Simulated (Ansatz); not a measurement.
An elastic tensor (GPa, Voigt order, standard axes) from PBEsol (plane waves, PAW; program Ansatz):

|  | 1 | 2 | 3 | 4 | 5 | 6 |
|---|---|---|---|---|---|---|
| 1 | 42.8 | 30.8 | 27.8 | 0.0 | 0.0 | 0.0 |
| 2 | 30.8 | 42.8 | 27.8 | 0.0 | 0.0 | 0.0 |
| 3 | 27.8 | 27.8 | 48.2 | 0.0 | 0.0 | 0.0 |
| 4 | 0.0 | 0.0 | 0.0 | 5.4 | 0.0 | 0.0 |
| 5 | 0.0 | 0.0 | 0.0 | 0.0 | 5.4 | 0.0 |
| 6 | 0.0 | 0.0 | 0.0 | 0.0 | 0.0 | 6.0 |

Question: Which of these materials gives this?
A. AgI, wurtzite
B. Li, hcp (Mg type)
C. Zr, P6/mmm (Zr on 1a, Zr on 2d)
D. BeS, wurtzite

Answer: A, AgI, wurtzite

Space group P6_3mc (wurtzite). The PBEsol relaxation kept the symmetry of its start. The run is not spin-polarised. Scalar-relativistic: spin–orbit coupling is off unless named, which matters more the heavier the elements.

Potentials: the earlier of the program's two PAW sets. The files were generated under PBE; for other functionals the program regenerates the frozen cores, and for LDA and PBEsol the local potential too.
